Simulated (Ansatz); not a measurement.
Rb2InAgF6 in space group Fm-3m (No. 225; Rb on 8c, In on 4a, Ag on 4b, F on 24e), LDA (plane waves, PAW; program Ansatz). The conduction-band minimum lies at Γ, with 1 equivalent valley. Second derivatives d²E/dk² of the lowest band at one valley (eV·Å²), along Cartesian directions:

```
direction  d²E/dk²
---------  -------
[100]        17.48
[010]        17.48
[001]        17.48
[110]        17.47
[101]        17.47
[011]        17.47
```

Problem. Find the principal effective masses, the density-of-states mass and the conductivity mass.

Solution. Off-diagonal terms follow from H_xy = H[110] − (H_xx + H_yy)/2, and m*/mₑ = 7.620 eV·Å² over each eigenvalue: 0.44, 0.44, 0.44. One valley's DOS mass (m₁m₂m₃)^(1/3) = 0.44, conductivity mass 3/(Σ 1/mᵢ) = 0.44 mₑ.

Problem. What effective density of states Nc follows at 300 K for parabolic valleys?

Solution. Nc = 2.509e19 × 1 × (0.44)^(3/2) ≈ 7.3e18 cm⁻³.

The first step of the workflow began from a Materials Project structure, measured or hypothetical; the Crystallography Open Database copy checked does not list it. Whether it is the stable phase at ambient conditions was not checked. The cell was relaxed with LDA under the symmetry of its start. At this level the phase is dynamically unstable (imaginary phonons). The run is not spin-polarised. Spin–orbit coupling is left out wherever it is not named.

Potentials: the later of the program's two PAW sets.

Edges and masses are those of Kohn–Sham bands, whose gap is no quasiparticle gap.
